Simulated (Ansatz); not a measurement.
Ta₂O₅:
```yaml
crystal:
  lattice:
    - [6.20972, 0.00000, 0.00000]
    - [0.00000, 7.32521, 0.00000]
    - [0.00000, 0.00000, 3.78839]
  atoms:
    - { symbol: Ta, position: [0.22446, 0.61908, 0.00000] }
    - { symbol: Ta, position: [0.72446, 0.88092, 0.00000] }
    - { symbol: Ta, position: [0.77554, 0.38092, 0.00000] }
    - { symbol: Ta, position: [0.27554, 0.11908, 0.00000] }
    - { symbol: O, position: [0.19858, 0.65640, 0.50000] }
    - { symbol: O, position: [0.69858, 0.84360, 0.50000] }
    - { symbol: O, position: [0.80142, 0.34360, 0.50000] }
    - { symbol: O, position: [0.30142, 0.15640, 0.50000] }
    - { symbol: O, position: [0.50000, 0.50000, 0.00000] }
    - { symbol: O, position: [0.00000, 0.00000, 0.00000] }
    - { symbol: O, position: [0.38960, 0.85983, 0.00000] }
    - { symbol: O, position: [0.88960, 0.64017, 0.00000] }
    - { symbol: O, position: [0.61040, 0.14017, 0.00000] }
    - { symbol: O, position: [0.11040, 0.35983, 0.00000] }
```

Relaxed with r²SCAN. Special points in fractions of this cell's reciprocal vectors: Γ (0.000, 0.000, 0.000); X (0.500, 0.000, 0.000); S (0.500, 0.500, 0.000); Y (0.000, 0.500, 0.000); Z (0.000, 0.000, 0.500); U (0.500, 0.000, 0.500); R (0.500, 0.500, 0.500); T (0.000, 0.500, 0.500).

Question: List the band energies nearest the valence-band maximum at these points for r²SCAN with spin–orbit coupling (plane waves, PAW; program Ansatz).

Answer: In eV from the valence-band maximum; about four levels below and three above (degenerate sets whole), none deeper than 8.9 eV; points with the same levels are listed once.

```
k                    below                above
-  -----------------------  -------------------
Γ  -0.96 -0.96 -0.81 -0.81  2.92 2.92 2.98 2.98
X  -1.08 -1.08 -1.08 -1.08  2.99 2.99 2.99 2.99
S  -0.98 -0.98 -0.98 -0.98  3.51 3.51 3.51 3.51
Y  -0.88 -0.88 -0.88 -0.88  3.00 3.00 3.00 3.00
Z    -0.55 -0.55 0.00 0.00  2.66 2.66 3.55 3.55
U  -0.26 -0.26 -0.26 -0.26  3.66 3.66 3.66 3.66
R  -0.49 -0.49 -0.49 -0.49  3.63 3.63 3.63 3.63
T  -0.26 -0.26 -0.26 -0.26  3.86 3.86 3.86 3.86
```

Space group Pbam. The start of the workflow was typed in or built on a structure type; the Crystallography Open Database copy checked does not list it. COD files the formula under space group No. 49, so this cell is another polymorph or a model. Its standing as an ambient phase is unchecked. Symmetry was held in the r²SCAN relaxation; whether a distortion lowers the energy is not shown. The run is not spin-polarised.

Potentials: the earlier of the program's two PAW sets.
